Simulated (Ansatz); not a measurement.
A scan (energy against volume; even scaling of the relaxed cell, symmetry kept) gave these values. Calculation: r2SCAN (plane waves to 500 eV, PAW, scalar-relativistic; Ansatz, a first-principles code).

| Item | Value |
|---|---|
| Bulk modulus B₀ (third-order Birch-Murnaghan fit) | 15.4 GPa |
| Pressure derivative B₀′ (fit) | 5.2 |
| Equilibrium volume of the fit | 40.41 Å³/atom |

Q: Of these crystals, all scanned alike, which one is it?
A. MnSi (FeSi type, space group P2_13)
B. CoSi (FeSi type, space group P2_13)
C. CsBr (CsCl type)
D. PbS (rock salt)

A: C, CsBr (CsCl type). The others have, for the bulk modulus: CoSi 244 GPa, MnSi 183 GPa, PbS 57.8 GPa

All were relaxed with their symmetry unable to fall. At this level the bands of CoSi touch or barely overlap. CoSi is run without spin polarisation. Relaxed MnSi ends ferromagnetic. Spin-orbit coupling is left out. The magnetic order is the one the run started from; other orders were not tried. (This holds for the magnetic or f-shell members.)

(Under strain, the slope of the energy per volume gives the stress and its curvature an elastic modulus.)
